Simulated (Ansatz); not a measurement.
TiOF2:
```
CELL_PARAMETERS angstrom
      4.92373     0.00000     0.00000
      0.00000     9.02867     0.00000
     -2.46105     0.00000     4.40867
ATOMIC_POSITIONS crystal
  Ti 0.12275 0.56255 0.19240
  Ti 0.87725 0.06255 0.80760
  Ti 0.56966 0.81737 0.19259
  Ti 0.43034 0.31737 0.80741
  O  0.80339 0.93993 0.50007
  O  0.19661 0.43993 0.49993
  O  0.85082 0.68991 0.20183
  O  0.14918 0.18991 0.79817
  F  0.55898 0.93277 0.87480
  F  0.44102 0.43277 0.12520
  F  0.81577 0.44712 0.87465
  F  0.18423 0.94712 0.12535
  F  0.79282 0.18995 0.08560
  F  0.20718 0.68995 0.91440
  F  0.47873 0.68996 0.45772
  F  0.52127 0.18996 0.54228
```

This is the r²SCAN+D4-relaxed structure.

### Question
All from r²SCAN+D4 (plane waves, PAW; program Ansatz), unless another level is named. Give the smallest direct gap on the standard path.

### Answer
3.85 eV.

### Question
Predict the band gap.

### Answer
3.83 eV (indirect).

### Question
Next, the HSE06 gap on the r²SCAN+D4 cell?

### Answer
5.06 eV.

Space group C222_1. The workflow started from a Materials Project entry (that database holds measured and hypothetical structures alike); the Crystallography Open Database copy checked does not list it. Whether it is the stable phase at ambient conditions was not checked. Symmetry was held in the r²SCAN+D4 relaxation; whether a distortion lowers the energy is not shown. No spin polarisation was allowed.

Potentials: the later of the program's two PAW sets.
